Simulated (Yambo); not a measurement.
Yambo run on Sr2MoZnO6 (space group Fm-3m, No. 225). The wavefunctions are LDA (Quantum ESPRESSO, PseudoDojo norm-conserving, 84 Ry, no spin-orbit coupling) ones on a 2×2×2 mesh (45 occupied bands); a = 5.6897 Å, b = 5.6897 Å, c = 5.6897 Å, α = 60.00°, β = 60.00°, γ = 60.00°.

Yambo input:

```
rim_cut
gw0
dyson
el_el_corr
HF_and_locXC
ppa
em1d
RandQpts= 1000000
RandGvec= 1 Ry
EXXRLvcs= 84 Ry
VXCRLvcs= 336 Ry
Chimod= "HARTREE"
% BndsRnXp
 6 | 141 |
%
NGsBlkXp= 7 Ry
% LongDrXp
 1.0 | 1.0 | 1.0 |
%
PPAPntXp= 27.2114 eV
% GbndRnge
 1 | 141 |
%
GTermKind= "BG"
DysSolver= "n"
ExtendOut
% QPkrange
 2 | 2 | 45 | 45 |
 3 | 3 | 45 | 46 |
%
```

k points by index: 2 = L, 3 = X.

The o-*.qp file then holds:

```
#    K-point    Band    Eo [eV]    E [eV]    E-Eo [eV]    Vxc [eV]    Vnlxc [eV]    Sc|Eo [eV]    Sc|E [eV]    dSc/dw|Eo [eV]    Re(Z)    Im(Z)
#
    2    45    0.000000    -0.576639    -0.576639    -23.35298    -28.90277    4.805113    4.973150    -7.927668    0.774389    -0.001400
    3    45    -0.130902    -0.382172    -0.251270    -19.62297    -24.69026    4.739183    4.816015    -8.316120    0.765922    -0.001410
    3    46    2.035794    3.299880    1.264086    -18.16937    -12.74530    -3.840120    -4.159985    -6.884958    0.798071    -0.001349
```
(The two width columns are left out.) Convergence of these settings isn't established.

Geometry of the Materials Project entry, not relaxed at this level.
